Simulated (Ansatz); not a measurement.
Relaxed-ion elastic tensor of B₂W in space group P6/mmm (No. 191; W on 1a, B on 2d) in GPa (Voigt order), PBEsol (plane waves, PAW; program Ansatz); density 13.10 g/cm³, 8.68 Å³ per atom.

```
     1    2    3    4    5    6
-  ---  ---  ---  ---  ---  ---
1  638  159  263  0.0  0.0  0.0
2  159  638  263  0.0  0.0  0.0
3  263  263  424  0.0  0.0  0.0
4  0.0  0.0  0.0  147  0.0  0.0
5  0.0  0.0  0.0  0.0  147  0.0
6  0.0  0.0  0.0  0.0  0.0  239
```

Problem. Is the crystal mechanically stable?

Solution. Yes: the smallest eigenvalue of C is 147 GPa.

Problem. Work out the Voigt, Reuss and Hill averages.

Solution. K_V = 341, K_R = 336, K_H = 339; G_V = 174, G_R = 155, G_H = 165 GPa.

Problem. Give Young's modulus, Poisson's ratio, Pugh's ratio and the universal anisotropy index.

Solution. E = 9KG/(3K + G) = 426 GPa; ν = 0.29; K/G = 2.05 (ductile by the Pugh limit of 1.75); A_U = 5G_V/G_R + K_V/K_R − 6 = 0.62.

Problem. Estimate the sound speeds and the Debye temperature.

Solution. v_l = √((K + 4G/3)/ρ) = 6530 m/s, v_t = √(G/ρ) = 3550 m/s, mean 3960 m/s; Θ = (h/k)(3n/4πV)^(1/3) v_m = 573 K.

Problem. How much does each axis shrink under pressure?

Solution. Linear compressibilities β_i = Σ_j S_ij (j = 1 to 3): x 0.81, y 0.81, z 1.4 per TPa.

The workflow started from an entry of the Crystallography Open Database (COD), which files this formula under 2 space groups. Whether it is the stable phase at ambient conditions was not checked. Symmetry was held in the PBEsol relaxation; its stability against distortions is not shown here. The run is not spin-polarised. As this level gives no gap, shear constants depend on the k-mesh and smearing (Fermi–Dirac, 0.1 eV here). On the denser mesh and wider smearing of the elastic run this cell carries a stress of 0.5 GPa. Scalar-relativistic: spin–orbit coupling is off unless named, which matters more the heavier the elements.

Potentials: the later of the program's two PAW sets.
